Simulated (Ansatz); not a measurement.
A relaxation computed with Ansatz, from input to last step.

```yaml
crystal:
  lattice:
    - [-4.285169, 4.285169, 3.409848]
    - [4.285169, -4.285169, 3.409848]
    - [4.285169, 4.285169, -3.409848]
  atoms:
    - { symbol: In, position: [0.75, 0.75, 0.0] }
    - { symbol: In, position: [0.25, 0.25, 0.0] }
    - { symbol: Ga, position: [0.25, 0.75, 0.5] }
    - { symbol: Ga, position: [0.75, 0.25, 0.5] }
    - { symbol: Te, position: [0.171327, 0.671327, 0.842654] }
    - { symbol: Te, position: [0.671327, 0.828673, 0.5] }
    - { symbol: Te, position: [0.328673, 0.171327, 0.5] }
    - { symbol: Te, position: [0.828673, 0.328673, 0.157346] }
basis:
  ecutwfc: 500
kpoints:
  mp_grid: { grid: [6, 6, 6] }
hamiltonian:
  xc: r2scan
scf:
  occupations: { method: gaussian, width: 0.01 }
output:
  forces: true
  stress: true
  eigenvalues: true
  write_density: true
  write_potential: true
  elf: true
  volumetric_format: npy
relax:
  adjacent_minimum: "off"
  f_tol: 0.02
  max_steps: 70
  cell: { stress_tol: 0.1 }
```

```bash
ansatz run input.yaml --threads 2 --pin off --max-ram 5120MiB --backend cpu --events-out ev --progress --plain --runs-dir out
```

These are results of Ansatz 0.2.0, DFT r2SCAN, scalar-relativistic, plane waves, PAW, not measurements.

Of 4 frames 4 are shown, positions in Å and forces in eV/Å; the SCF threshold varies from step to step. Steps run on the plane waves of an earlier cell, with a Pulay correction in the pressure. The basis is chosen afresh for the last frame, the zero of the energies, and can be on the way; energy and pressure step there, also at an unchanged geometry.

```xyz
8
Lattice="-4.2852 4.2852 3.4098 4.2852 -4.2852 3.4098 4.2852 4.2852 -3.4098" Properties=species:S:1:pos:R:3:forces:R:3 pbc="T T T" step=1 free_energy_over_end_meV_per_atom=3.89 pressure_GPa=-1.02
In    0.0000    0.0000    5.1148    0.0000    0.0000    0.0000
In    0.0000    0.0000    1.7049    0.0000    0.0000    0.0000
Ga    4.2852    0.0000    1.7049    0.0000    0.0000    0.0000
Ga    0.0000    4.2852    1.7049    0.0000    0.0000    0.0000
Te    5.7535    1.4683    0.0000   -0.2360   -0.2360    0.0000
Te    2.8168    1.4683    3.4098    0.2360   -0.2360    0.0000
Te    1.4683    2.8168    0.0000   -0.2360    0.2360    0.0000
Te   -1.4683    2.8168    3.4098    0.2360    0.2360    0.0000
8
Lattice="-4.2640 4.2640 3.4013 4.2640 -4.2640 3.4013 4.2640 4.2640 -3.4013" Properties=species:S:1:pos:R:3:forces:R:3 pbc="T T T" step=2 free_energy_over_end_meV_per_atom=1.37 pressure_GPa=0.47
In    0.0000    0.0000    5.1020    0.0000    0.0000    0.0000
In    0.0000    0.0000    1.7007    0.0000    0.0000    0.0000
Ga    4.2640    0.0000    1.7007    0.0000    0.0000    0.0000
Ga    0.0000    4.2640    1.7007    0.0000    0.0000    0.0000
Te    5.6856    1.4216    0.0000    0.1590    0.1590    0.0000
Te    2.8424    1.4216    3.4013   -0.1590    0.1590    0.0000
Te    1.4216    2.8424    0.0000    0.1590   -0.1590    0.0000
Te   -1.4216    2.8424    3.4013   -0.1590   -0.1590    0.0000
8
Lattice="-4.2697 4.2697 3.3936 4.2697 -4.2697 3.3936 4.2697 4.2697 -3.3936" Properties=species:S:1:pos:R:3:forces:R:3 pbc="T T T" step=3 free_energy_over_end_meV_per_atom=-0.06 pressure_GPa=-0.03
In    0.0000    0.0000    5.0903    0.0000    0.0000    0.0000
In    0.0000    0.0000    1.6968    0.0000    0.0000    0.0000
Ga    4.2697    0.0000    1.6968    0.0000    0.0000    0.0000
Ga    0.0000    4.2697    1.6968    0.0000    0.0000    0.0000
Te    5.7118    1.4420    0.0000   -0.0090   -0.0090    0.0000
Te    2.8277    1.4420    3.3936    0.0090   -0.0090    0.0000
Te    1.4420    2.8277    0.0000   -0.0090    0.0090    0.0000
Te   -1.4420    2.8277    3.3936    0.0090    0.0090    0.0000
8
Lattice="-4.2697 4.2697 3.3936 4.2697 -4.2697 3.3936 4.2697 4.2697 -3.3936" Properties=species:S:1:pos:R:3:forces:R:3 pbc="T T T" step=4 free_energy_over_end_meV_per_atom=0.00 pressure_GPa=-0.03
In    0.0000    0.0000    5.0903    0.0000    0.0000    0.0000
In    0.0000    0.0000    1.6968    0.0000    0.0000    0.0000
Ga    4.2697    0.0000    1.6968    0.0000    0.0000    0.0000
Ga    0.0000    4.2697    1.6968    0.0000    0.0000    0.0000
Te    5.7118    1.4420    0.0000   -0.0090   -0.0090    0.0000
Te    2.8277    1.4420    3.3936    0.0090   -0.0090    0.0000
Te    1.4420    2.8277    0.0000   -0.0090    0.0090    0.0000
Te   -1.4420    2.8277    3.3936    0.0090    0.0090    0.0000
```

Time: 2.7 min on 2 threads of Arm Neoverse V1, with other jobs on the host, peak memory 1.5 GiB.